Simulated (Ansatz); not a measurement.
B2CO:
```cif
data_C2B4O2
_chemical_formula_sum 'C2 O2 B4'
_space_group_name_H-M_alt 'P 1'
_space_group_IT_number 1
_cell_length_a 4.56314
_cell_length_b 4.56314
_cell_length_c 4.56314
_cell_angle_alpha 132.075
_cell_angle_beta 132.075
_cell_angle_gamma 70.110
loop_
_space_group_symop_operation_xyz
  'x, y, z'
loop_
_atom_site_label
_atom_site_type_symbol
_atom_site_fract_x
_atom_site_fract_y
_atom_site_fract_z
_atom_site_occupancy
C1 C 0.00000 0.00000 0.00000 1
C2 C 0.75000 0.25000 0.50000 1
O1 O 0.50000 0.50000 0.00000 1
O2 O 0.25000 0.75000 0.50000 1
B1 B 0.37500 0.35387 0.47887 1
B2 B 0.87500 0.89613 0.52113 1
B3 B 0.64613 0.12500 0.02113 1
B4 B 0.10387 0.62500 0.97887 1
```

Relaxed with r²SCAN.

Q: Which orbitals make up the states near the band edges in r²SCAN (plane waves, PAW; program Ansatz)?

A: Top 1 eV of the valence band: C 2p 53 %, B 2p 25 %, O 2p 17 %. Bottom 1 eV of the conduction band: B 2p 70 %, O 2s 17 %, outside the projected shells 6 %. Projections are on Löwdin-orthogonalised atomic valence shells; empty p or d shells of many metals are not among them.

Q: Tabulate the density of states.

A: States/eV per cell of 8 atoms, in 0.25 eV bins, energy from the valence-band maximum.

| E (eV) | total | B 2p | O 2p | C 2p |
|---|---|---|---|---|
| -7.85 | 2.07 | 0.48 | 1.12 | 0.20 |
| -7.60 | 2.38 | 0.54 | 1.29 | 0.27 |
| -7.35 | 2.36 | 0.51 | 1.30 | 0.27 |
| -7.10 | 2.86 | 0.60 | 1.65 | 0.30 |
| -6.85 | 2.81 | 0.57 | 1.76 | 0.22 |
| -6.60 | 3.68 | 0.74 | 2.41 | 0.23 |
| -6.35 | 4.40 | 0.93 | 3.00 | 0.21 |
| -6.10 | 3.29 | 0.66 | 2.34 | 0.13 |
| -5.85 | 1.44 | 0.26 | 1.07 | 0.05 |
| -5.60 | 1.04 | 0.18 | 0.76 | 0.06 |
| -5.35 | 0.26 | 0.07 | 0.05 | 0.10 |
| -5.10 | 1.03 | 0.28 | 0.21 | 0.42 |
| -4.85 | 1.72 | 0.43 | 0.39 | 0.69 |
| -4.60 | 2.07 | 0.50 | 0.46 | 0.86 |
| -4.35 | 2.83 | 0.69 | 0.64 | 1.20 |
| -4.10 | 3.60 | 0.87 | 0.92 | 1.47 |
| -3.85 | 3.81 | 0.98 | 0.98 | 1.54 |
| -3.60 | 2.80 | 0.71 | 0.68 | 1.18 |
| -3.35 | 1.73 | 0.43 | 0.41 | 0.74 |
| -3.10 | 0.90 | 0.25 | 0.12 | 0.44 |
| -2.85 | 0.92 | 0.25 | 0.13 | 0.45 |
| -2.60 | 1.60 | 0.48 | 0.19 | 0.80 |
| -2.35 | 4.60 | 1.48 | 0.43 | 2.35 |
| -2.10 | 2.53 | 0.75 | 0.34 | 1.26 |
| -1.85 | 2.13 | 0.63 | 0.29 | 1.07 |
| -1.60 | 1.74 | 0.52 | 0.20 | 0.90 |
| -1.35 | 2.00 | 0.60 | 0.23 | 1.05 |
| -1.10 | 3.40 | 1.07 | 0.33 | 1.82 |
| -0.85 | 3.66 | 1.02 | 0.48 | 1.95 |
| -0.60 | 2.66 | 0.68 | 0.45 | 1.39 |
| -0.35 | 1.41 | 0.30 | 0.31 | 0.73 |
| -0.10 | 0.48 | 0.08 | 0.12 | 0.25 |
| 0.15 | 0.00 | 0.00 | 0.00 | 0.00 |
| 0.40 | 0.00 | 0.00 | 0.00 | 0.00 |
| 0.65 | 0.00 | 0.00 | 0.00 | 0.00 |
| 0.90 | 0.00 | 0.00 | 0.00 | 0.00 |
| 1.15 | 0.00 | 0.00 | 0.00 | 0.00 |
| 1.40 | 0.00 | 0.00 | 0.00 | 0.00 |
| 1.65 | 0.00 | 0.00 | 0.00 | 0.00 |
| 1.90 | 0.00 | 0.00 | 0.00 | 0.00 |
| 2.15 | 0.00 | 0.00 | 0.00 | 0.00 |
| 2.40 | 0.00 | 0.00 | 0.00 | 0.00 |
| 2.65 | 0.00 | 0.00 | 0.00 | 0.00 |
| 2.90 | 0.00 | 0.00 | 0.00 | 0.00 |
| 3.15 | 0.00 | 0.00 | 0.00 | 0.00 |
| 3.40 | 0.00 | 0.00 | 0.00 | 0.00 |
| 3.65 | 0.08 | 0.06 | 0.00 | 0.00 |
| 3.90 | 0.16 | 0.12 | 0.00 | 0.00 |
| 4.15 | 0.26 | 0.18 | 0.01 | 0.00 |
| 4.40 | 0.36 | 0.25 | 0.01 | 0.01 |
| 4.65 | 0.42 | 0.29 | 0.01 | 0.01 |
| 4.90 | 0.48 | 0.33 | 0.02 | 0.02 |
| 5.15 | 0.57 | 0.38 | 0.02 | 0.02 |
| 5.40 | 0.65 | 0.43 | 0.03 | 0.02 |
| 5.65 | 0.76 | 0.50 | 0.04 | 0.03 |
| 5.90 | 0.89 | 0.58 | 0.04 | 0.03 |
| 6.15 | 1.04 | 0.67 | 0.05 | 0.03 |
| 6.40 | 1.25 | 0.80 | 0.07 | 0.04 |
| 6.65 | 1.65 | 1.05 | 0.09 | 0.04 |
| 6.90 | 2.10 | 1.28 | 0.11 | 0.04 |
| 7.15 | 2.55 | 1.47 | 0.09 | 0.04 |
| 7.40 | 1.84 | 1.07 | 0.12 | 0.03 |
| 7.65 | 1.30 | 0.73 | 0.17 | 0.03 |
| 7.90 | 0.70 | 0.34 | 0.11 | 0.02 |
| 8.15 | 1.30 | 0.73 | 0.18 | 0.03 |

Space group I-42d (chalcopyrite). The start of the workflow was typed in or built on a structure type; neither database checked (COD, Materials Project) lists it. Its standing as an ambient phase is unchecked. The r²SCAN relaxation kept the symmetry of its start; whether a distortion lowers the energy is not shown.

Potentials: the earlier of the program's two PAW sets. The files were generated under PBE; for other functionals the program regenerates the frozen cores, and for LDA and PBEsol the local potential too.
